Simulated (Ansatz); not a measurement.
Cu₂O:
```cif
data_Cu4O2
_chemical_formula_sum 'Cu4 O2'
_space_group_name_H-M_alt 'P 1'
_space_group_IT_number 1
_cell_length_a 4.22230
_cell_length_b 4.22230
_cell_length_c 4.22230
_cell_angle_alpha 90.000
_cell_angle_beta 90.000
_cell_angle_gamma 90.000
loop_
_space_group_symop_operation_xyz
  'x, y, z'
loop_
_atom_site_label
_atom_site_type_symbol
_atom_site_fract_x
_atom_site_fract_y
_atom_site_fract_z
_atom_site_occupancy
Cu1 Cu 0.25000 0.25000 0.75000 1
Cu2 Cu 0.25000 0.75000 0.25000 1
Cu3 Cu 0.75000 0.75000 0.75000 1
Cu4 Cu 0.75000 0.25000 0.25000 1
O1 O 0.50000 0.50000 0.50000 1
O2 O 0.00000 0.00000 0.00000 1
```

Relaxed with PBEsol. 

**Question.** HSE06 on this cell (Ansatz, a program for electronic structure, PAW) gives a gap of 2.08 eV. What does PBEsol give?

**Answer.** 0.56 eV.

Cost on shared cores: the PBEsol run (SCF on a 7×7×7 mesh, then bands and DOS) very roughly 21 core-seconds, the HSE06 run (SCF on 4×4×4, then a few points) very roughly 70 core-seconds; the tasks are unlike.

Space group Pn-3m. Symmetry was held in the PBEsol relaxation. The run is not spin-polarised. No Hubbard U is applied.

Potentials: the earlier of the program's two PAW sets. The files were generated under PBE; for other functionals the program regenerates the frozen cores, and for LDA and PBEsol the local potential too.

Ansatz is a plane-wave DFT program.
